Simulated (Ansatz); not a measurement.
Data:

BaTiO3:
Space group Pm-3m (No. 221); a = b = c = 3.994 Å, α = β = γ = 90.00°

| atom | site | symmetry | x | y | z |
|---|---|---|---|---|---|
| Ba | 1a | m-3m | 0.0000 | 0.0000 | 0.0000 |
| Ti | 1b | m-3m | 0.5000 | 0.5000 | 0.5000 |
| O | 3c | 4/mm.m | 0.0000 | 0.5000 | 0.5000 |

This is the r²SCAN-relaxed structure.

Problem. All from plane-wave PAW r²SCAN (Ansatz code), unless another level is named. Predict the bulk modulus (Birch–Murnaghan fit).

Solution. 181 GPa.

Problem. Predict the elastic constants (relaxed ions, GPa).

Solution. C11 = 315, C12 = 114, C44 = 133.

This is a known high-temperature phase of the composition, computed here at zero pressure and temperature. The cell was relaxed with r²SCAN under the symmetry of its start. At this level the phase is dynamically unstable (imaginary phonons). The run is not spin-polarised. Spin–orbit coupling is left out wherever it is not named.

Potentials: the later of the program's two PAW sets.
